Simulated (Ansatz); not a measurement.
NaF (zinc blende, F-43m), PBE in the plane-wave PAW code Ansatz. The conduction-band minimum lies at Γ, with 1 equivalent valley. Second derivatives d²E/dk² of the lowest band at one valley (eV·Å²), along Cartesian directions:

```
direction  d²E/dk²
---------  -------
[100]        12.17
[010]        12.17
[001]        12.17
[110]        12.17
[101]        12.17
[011]        12.17
```

### Question
Find the principal effective masses, the density-of-states mass and the conductivity mass.

### Answer
Off-diagonal terms follow from H_xy = H[110] − (H_xx + H_yy)/2, and m*/mₑ = 7.620 eV·Å² over each eigenvalue: 0.63, 0.63, 0.63. One valley's DOS mass (m₁m₂m₃)^(1/3) = 0.63, conductivity mass 3/(Σ 1/mᵢ) = 0.63 mₑ.

### Question
What effective density of states Nc follows at 300 K for parabolic valleys?

### Answer
Nc = 2.509e19 × 1 × (0.63)^(3/2) ≈ 1.3e19 cm⁻³.

The start of the workflow was typed in or built on a structure type; neither database checked (COD, Materials Project) lists it. It is not the phase usual at ambient conditions (space group No. 225). The cell was relaxed with PBE under the symmetry of its start; its stability against distortions is not shown here.

Potentials: the later of the program's two PAW sets.

Edges and masses are those of Kohn–Sham bands, whose gap is no quasiparticle gap.
